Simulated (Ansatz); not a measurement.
# MgTl (Pm-3m): electronic heat capacity and spin susceptibility from the density of states

Level of theory: Ansatz 0.2.0, DFT PBEsol, scalar-relativistic, plane waves, PAW.

Plane waves to 420 eV, a k mesh through Γ of 12×12×12 on the computed 2-atom cell and Gaussian smearing (0.10 eV); no spin polarisation.

Relaxed cell: Pm-3m, a = 3.623 Å, b = 3.623 Å, c = 3.623 Å, α = 90.00°, β = 90.00°, γ = 90.00°, 2 atoms in the primitive cell. Whether it is the stable form of this composition wasn't checked.

The density of states at the Fermi level is 0.730 states/eV in the cell of 2 atoms (1 formula unit; both spins, tetrahedra on a 18×18×18 mesh).

What Sommerfeld coefficient and Pauli susceptibility does this give?

Per formula unit N(E_F) = 0.730 states/eV. γ = (π²/3) k_B² N(E_F) N_A = 2.357 mJ/(mol K²) per state/eV, so γ = 1.7 mJ/(mol K²), a mole of formula units. χ_P = μ_B² N(E_F) N_A = 3.23×10⁻⁵ emu/mol per state/eV gives 2.4×10⁻⁵ emu/mol. This is the bare band result: a measured γ of the same phase is as a rule larger by a factor 1 + λ from phonons and spin fluctuations, the spin part of χ is larger by the Stoner factor, and a measured χ also holds orbital and core terms. N(E_F) at one energy is sensitive to the mesh where the density of states has sharp peaks.

Spin-orbit coupling is left out, which matters for the bands of heavy elements.

Cost: 1 run of about 0.42 core-minutes, on Arm Neoverse V1 (shared hosts).